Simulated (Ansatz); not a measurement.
# Ir: energy along a strain

Ir, P6_3/mmc, a = 2.751 Å, c = 4.462 Å (as given, not relaxed at this level: -8.8 GPa). This isn't the element's structure at ambient conditions. Ansatz: r2SCAN, PAW, 500 eV, Γ-centred 18×18×12 mesh on 2 atoms, Gaussian smearing 0.15 eV; no spin polarisation. Cell vectors (Å): 2.751 0.000 0.000; -1.376 2.383 0.000; 0.000 0.000 4.462. The cell is strained by x per cent times the pattern (0 0 0 0 1 0) in the order xx yy zz yz xz xy (engineering shears), with fractional coordinates held. y is the free energy over the start, V0 = 14.627 Å³/atom. Symmetry makes y even in x. Points with a strain past 8.5 % were computed too (4) and aren't used here.

| x (%) | y (meV/atom) |
| --- | --- |
| -7.50 | 21.81 |
| 0.00 | 0.00 |
| 1.87 | 1.37 |
| 3.75 | 5.49 |
| 5.62 | ? |

Question: Fit y = c2 x² + c4 x⁴ to the other rows, get the stiffness along the pattern, and predict the missing energy.

Answer: Least squares on the rows shown. y = 0.39136 x² − 6.4407×10⁻⁵ x⁴. The clamped-ion stiffness p·C·p = 2 × 3.914 eV × 160.2 / 14.627 Å³ = 86 GPa, which is C55 in these axes (second derivative at the start, which stands under stress). At x = 5.62 the fit asked for gives 12.30 meV/atom. The run gave 12.28 meV/atom, so the fit is 0.02 meV/atom too high, a small miss on the scale of the series.

Spin–orbit coupling is left out, which can shift energies with elements as heavy as these.